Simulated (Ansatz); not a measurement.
**Relaxing a structure of Zr**

The start is a relaxed Zr cell displaced along its unstable phonon at q = (½, 0, 0) of its primitive reciprocal cell (101i cm⁻¹), largest move 0.15 Å. Cell shape, volume and atoms are optimised at zero target pressure with PBEsol (plane waves to 420 eV, PAW, scalar-relativistic; Ansatz, a program for electronic structure). The first steps use a coarse 6×11×11 k-mesh.

Starting cell:
```yaml
crystal:
  lattice:
    - [5.72681, 0.00000, 0.00000]
    - [0.00000, 2.86340, 0.00000]
    - [0.00000, 0.00000, 2.86340]
  atoms:
    - { symbol: Zr, position: [0.00000, 0.00000, 0.94761] }
    - { symbol: Zr, position: [0.50000, 0.00000, 0.05239] }
```

- Largest initial force = 0.50 eV/Å, on Zr1, Zr2 (atoms numbered as listed)
- Energy released = 0.48 eV/atom
- Relative to the parent = It does not go back: it reaches P6/mmm (No. 191), AFLOW prototype A_hP1_191_a (A_f, as in Sn), 0.52 eV/atom below the parent
- Shortest distances (start → end) = The closest pairs of elements (up to four, under 3.6 Å), start → end: Zr–Zr 2.86 → 2.97 Å
- Optimiser moves = 9

Final structure:

Space group P6/mmm (No. 191); a = b = 2.9734 Å, c = 2.9791 Å, α = β = 90.00°, γ = 120.00°

```tsv
atom	site	symmetry	x	y	z
Zr	1a	6/mmm	0.0000	0.0000	0.0000
```

Final values are on a 18×18×16 k-mesh of the relaxed cell. No spin polarisation in the result.

The run could not lose the symmetry of its start: the end is stationary, and may be a saddle point rather than a minimum.

The relaxed structure here is a generated cell of Zr: the first start was made by placing the elements on the sites of a structure type, and the end was not matched to a known phase here, so it may be hypothetical. Known forms of Zr include space group No. 194.
